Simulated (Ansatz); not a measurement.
# Lattice vibrations of MgO at Γ at -5.9 GPa

Level of theory: DFT PBEsol, scalar-relativistic, plane waves, PAW in Ansatz. Settings: 420 eV plane-wave cutoff, Γ-centred 10×10×10 mesh, fixed occupations. No spin polarisation. Phonons by linear response, acoustic sum rule imposed.

The cell is fixed (symmetry leaves no force on the atoms) and stands under -5.9 GPa:
```
Mg O
1.0
     0.00000    2.13610    2.13610
     2.13610    0.00000    2.13610
     2.13610    2.13610    0.00000
Mg O
1 1
Direct
  0.00000 0.00000 0.00000
  0.50000 0.50000 0.50000
```

The cell is the ideal cubic rocksalt prototype.

Problem. Is this structure stable against zone-centre distortions?

Solution. Yes, at Γ: no optical mode is imaginary. Strains and other wave vectors aren't tested by this run.

Problem. List the optical modes at Γ without the LO field (i marks imaginary ones).

Solution.
| frequency (THz) | degeneracy | IR intensity of the level ((D/Å)²/amu) |
| --- | --- | --- |
| 10.48 | 3 | 28.63 |